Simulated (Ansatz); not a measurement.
Si$_{2}$W:
```
Si2W
1.0
   -1.61465     1.61465     3.93399
    1.61465    -1.61465     3.93399
    1.61465     1.61465    -3.93399
Si W
2 1
Cartesian
  0.00000   0.00000   2.63237
  0.00000   0.00000   5.23560
  0.00000   0.00000   0.00000
```

This is the PBE-relaxed structure.

Task: All from PBE in the plane-wave PAW code Ansatz, unless another level is named. Predict the electronic character.

Result: metallic (no gap).

Task: Next, the density of states at the Fermi level?

Result: 0.07 states/eV per atom (mean over ±0.08 eV).

Task: Give the formation energy from the elements (no fitted shifts).

Result: -0.34 eV/atom.

Space group I4/mmm (MoSi2 or CaC2 type). Symmetry was held in the PBE relaxation. The run is not spin-polarised. The references are the lowest solids computed at this level, not always the standard phases. Spin–orbit coupling is left out wherever it is not named.

Potentials: the earlier of the program's two PAW sets.
